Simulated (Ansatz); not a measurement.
Method: PBE, scalar-relativistic; collinear spin; PAW, 420 eV, 10×10×5 k-mesh, Gaussian smearing of 0.05 eV; code Ansatz; PAW files: Ansatz's generated set soft_2.

A crystal of composition XF3, relaxed at this level of theory, gives this pattern between 10° and 80°.

Cu Kα1 powder pattern (kinematic, no thermal factors).
| 2θ (°) | relative intensity |
| --- | --- |
| 23.45 | 100 |
| 33.41 | 24 |
| 47.97 | 27 |
| 54.06 | 36 |
| 59.72 | 9 |
| 70.19 | 14 |
| 75.15 | 14 |
| 80.00 | 4 |

Which lattice and cell does the pattern come from?

Cubic, space group Pm-3m (No. 221), a = 3.790 Å, b = 3.790 Å, c = 3.790 Å, α = 90.00°, β = 90.00°, γ = 90.00°. The line positions fix the lattice at most, not the space group, and lines under 1 % of the strongest aren't listed; this is the group of the computed cell.

The calculation on XF3, where X is one element, gave:

```json
{"Band gap": "0.25 eV (band path included; the mesh alone gives 0.34 eV)", "Smallest direct gap": "0.55 eV (over both spins)", "Magnetic state": "antiferromagnetic", "Site spin moments": "X 0.71, -0.71 μB", "Spin moment of the cell": "0.00 μB", "Bader charges": "X 1.68; F -0.56 e", "Formation energy from the elements (0 K, uncorrected)": "-1.32 eV/atom", "Bulk modulus (Birch–Murnaghan)": "94 GPa", "Pressure derivative B0′": "4.9", "Shear modulus (Hill)": "46 GPa", "Young's modulus": "118 GPa", "Poisson's ratio": "0.29", "Elastically stable": "yes"}
```

Sites: X on 1a, F on 3d.

Which element is X?
A. Zn
B. Cu
C. Ga
D. Ni

B. X is Cu, so the compound is CuF3.

The structure was built from a prototype; whether the compound forms in it isn't claimed. The ideal cubic cell shuts out tilts of the octahedra, which such structures often take.

The run wasn't fully tested for a lower electronic state. Site moments are of spin, integrated over atomic spheres.
